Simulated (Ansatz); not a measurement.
Input:

TlBr:
```cif
data_BrTl
_chemical_formula_sum 'Tl1 Br1'
_space_group_name_H-M_alt 'P 1'
_space_group_IT_number 1
_cell_length_a 3.98015
_cell_length_b 3.98015
_cell_length_c 3.98015
_cell_angle_alpha 90.000
_cell_angle_beta 90.000
_cell_angle_gamma 90.000
loop_
_space_group_symop_operation_xyz
  'x, y, z'
loop_
_atom_site_label
_atom_site_type_symbol
_atom_site_fract_x
_atom_site_fract_y
_atom_site_fract_z
_atom_site_occupancy
Tl1 Tl 0.00000 0.00000 0.00000 1
Br1 Br 0.50000 0.50000 0.50000 1
```

This is the PBE+D3(BJ)-relaxed structure.

Task: All from the program Ansatz at the PBE+D3(BJ) level (PAW), unless another level is named. Predict the HSE06 gap on the PBE+D3(BJ) cell.

Result: 2.54 eV.

Task: Predict the electron effective mass with spin–orbit coupling.

Result: 0.30 mₑ (isotropic).

Task: And the hole effective mass with spin–orbit coupling?

Result: 0.25, 0.44, 0.44 mₑ (principal values).

Task: And the band gap?

Result: 1.86 eV (direct).

Task: And the valence-band maximum?

Result: at X.

Task: Give the weight of the valence-edge state by species (Voronoi cells).

Result: Br 68 %, Tl 32 %.

Space group Pm-3m (CsCl type). The PBE+D3(BJ) relaxation kept the symmetry of its start; phonons on a q-mesh show no instability. Spin–orbit coupling is left out wherever it is not named.

Potentials: the later of the program's two PAW sets.
